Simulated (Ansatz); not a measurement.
# CoSi (FeSi type, space group P2_13): energy against volume

CoSi (FeSi type, space group P2_13)

```cif
data_Co4Si4
_chemical_formula_sum 'Co4 Si4'
_space_group_name_H-M_alt 'P 1'
_space_group_IT_number 1
_cell_length_a 4.38307
_cell_length_b 4.38307
_cell_length_c 4.38307
_cell_angle_alpha 90.000
_cell_angle_beta 90.000
_cell_angle_gamma 90.000
loop_
_space_group_symop_operation_xyz
  'x, y, z'
loop_
_atom_site_label
_atom_site_type_symbol
_atom_site_fract_x
_atom_site_fract_y
_atom_site_fract_z
_atom_site_occupancy
Co1 Co 0.14563 0.14563 0.14563 1
Co2 Co 0.64563 0.35437 0.85437 1
Co3 Co 0.85437 0.64563 0.35437 1
Co4 Co 0.35437 0.85437 0.64563 1
Si1 Si 0.84366 0.84366 0.84366 1
Si2 Si 0.34366 0.65634 0.15634 1
Si3 Si 0.15634 0.34366 0.65634 1
Si4 Si 0.65634 0.15634 0.34366 1
```

Equation-of-state scan: isotropic scaling of the cell above, V₀ being its volume. The atoms relax within the cell's symmetry.

All values below come from r2SCAN (plane waves to 500 eV, PAW, scalar-relativistic; Ansatz, a quantum-chemistry and plane-wave program). k mesh 11×11×11 (Γ-centred), Fermi-Dirac smearing 0.05 eV. Energies are smeared free energies. Stress and pressure are positive under compression. At this level the bands of CoSi touch or barely overlap. CoSi is run without spin polarisation. CoSi was relaxed with its symmetry unable to fall. The zero of ΔE is the relaxed starting cell.

```tsv
V (Å³/atom)	ΔE (kJ/mol of atoms)	P (GPa)
9.473	9.5	33.0
9.648	6.4	26.2
9.824	3.9	19.9
9.999	2.1	14.2
10.175	0.9	9.0
10.350	0.2	4.3
10.526	0.0	0.0
10.701	0.2	-3.9
10.876	0.8	-7.4
11.052	1.8	-10.6
11.227	3.0	-13.5
11.403	4.6	-16.0
11.578	6.4	-18.3
```

Derived quantities:

```yaml
pressure_at_the_smallest_volume: 33.0 GPa
energy_cost_of_the_largest_compression: 98 meV/atom
energy_cost_of_the_largest_expansion: 67 meV/atom
Bulk modulus B₀ (third-order Birch-Murnaghan fit): 244 GPa
Pressure derivative B₀′ (fit): 4.8
equilibrium_volume_of_the_fit: 10.53 Å³/atom
Pressure for 5 % compression (fit): 14.2 GPa
```

(A scan under strain: stresses follow from slopes of the energy per volume, elastic moduli from its curvatures.)
